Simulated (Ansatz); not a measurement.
RbLuS₂: frozen-core PAW against all-electron methods

```xyz
4
Lattice="1.9955 1.1521 7.4604 -1.9955 1.1521 7.4604 0.0000 -2.3042 7.4604" Properties=species:S:1:pos:R:3 pbc="T T T"
Rb    0.0000    0.0000    0.0000
Lu    0.0000    0.0000   11.1906
S     0.0000    0.0000    5.1544
S     0.0000    0.0000   17.2268
```

Atom numbers follow the list: Rb1, Lu2, S3, S4.

The conventional cell has a = 3.991 Å, b = 3.991 Å, c = 22.381 Å, α = 90.00°, β = 90.00°, γ = 120.00°. Around Rb (atom 1) lie 6 S at 3.26 Å. Lu (atom 2) is surrounded by 6 S at 2.71 Å. Around S (atom 3) lie 3 Lu at 2.71 Å.

The structure is an experimental refinement, used without relaxation. The listed cell was then made from it by scaling, straining or moving an atom.

Spin–orbit coupling is left out, though it moves levels of the heavy atoms by tenths of an eV or more.

Methods: DFT, PBEsol, PAW with Ansatz's default frozen-core files, scalar-relativistic (Ansatz 0.2.0); DFT, PBEsol, all-electron PAW with datasets made for the crystal, scalar-relativistic (Ansatz 0.2.0); DFT, PBEsol, all-electron LAPW, scalar-relativistic (Ansatz 0.2.0).

For PAW: a Γ-centred 9×9×9 k mesh, Fermi–Dirac smearing of 0.01 eV, cutoff 420 eV, no spin polarisation; the PAW files were made with PBE, and the program remakes their frozen cores for this functional. The crystal-made all-electron datasets (AE datasets) take a cutoff of 340 eV at this cell. LAPW targets a basis error of 1 meV/atom. The Ansatz runs share mesh, smearing and spin set-up. Plane-wave (PAW) pressures include the program's estimate of the Pulay term.

Stress and pressure are positive in compression.

```csv
quantity,PAW,AE datasets,LAPW
pressure (GPa),-1.02,-1.01,-1.01
stress xx (GPa),-1.54,-1.54,-1.54
stress zz (GPa),0.04,0.04,0.04
"force on S3, z (eV/Å)",-0.086,-0.085,-0.085
band gap (eV),2.212,2.213,?
```

(1) Fill in "LAPW" for the row "band gap (eV)".

## Answers

(1) 2.182.
